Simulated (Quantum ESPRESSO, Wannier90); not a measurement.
## Tight-binding from DFT: RbH (rock salt)

Materials Project entry mp-24721; symmetrised, unrelaxed at this level. COD (Crystallography Open Database) has an entry of this formula and space group (matched by these alone). Level: PBEsol, no spin polarisation, no spin-orbit coupling; pw.x of Quantum ESPRESSO at 58 Ry with PseudoDojo potentials, 10×10×10 k-points, Wannier90. Density: 10×10×10 mesh, cold smearing 0.01 Ry.

```
begin unit_cell_cart
ang
    0.0000000000    3.0040800000    3.0040800000
    3.0040800000    0.0000000000    3.0040800000
    3.0040800000    3.0040800000    0.0000000000
end unit_cell_cart
mp_grid = 10 10 10
```

Task: Which shells of neighbouring k-points and which b-vectors and weights does Wannier90 pick for this cell and mesh?

Result: 
```
 *---------------------------------- K-MESH ----------------------------------*
 +----------------------------------------------------------------------------+
 |                    Distance to Nearest-Neighbour Shells                    |
 |                    ------------------------------------                    |
 |          Shell             Distance (Ang^-1)          Multiplicity         |
 |          -----             -----------------          ------------         |
 |             1                   0.181134                      8            |
 |             2                   0.209155                      6            |
 |             3                   0.295790                     12            |
 |             4                   0.346844                     24            |
 |             5                   0.362267                      8            |
 |             6                   0.418310                      6            |
 |             7                   0.455843                     24            |
 |             8                   0.467685                     24            |
       ... (lines left out)
 +----------------------------------------------------------------------------+
 | The b-vectors are chosen automatically                                     |
 | The following shells are used:                       1                     |
 +----------------------------------------------------------------------------+
 |                        Shell   # Nearest-Neighbours                        |
 |                        -----   --------------------                        |
 |                          1               8                                 |
 +----------------------------------------------------------------------------+
 | Completeness relation is fully satisfied [Eq. (B1), PRB 56, 12847 (1997)]  |
 +----------------------------------------------------------------------------+
 |                  b_k Vectors (Ang^-1) and Weights (Ang^2)                  |
 |                  ----------------------------------------                  |
 |            No.         b_k(x)      b_k(y)      b_k(z)        w_b           |
 |            ---        --------------------------------     --------        |
 |             1         0.104578    0.104578   -0.104578    11.429659        |
 |             2         0.104578   -0.104578    0.104578    11.429659        |
 |             3        -0.104578    0.104578    0.104578    11.429659        |
 |             4         0.104578    0.104578    0.104578    11.429659        |
 |             5        -0.104578   -0.104578    0.104578    11.429659        |
 |             6        -0.104578    0.104578   -0.104578    11.429659        |
 |             7         0.104578   -0.104578   -0.104578    11.429659        |
 |             8        -0.104578   -0.104578   -0.104578    11.429659        |
```
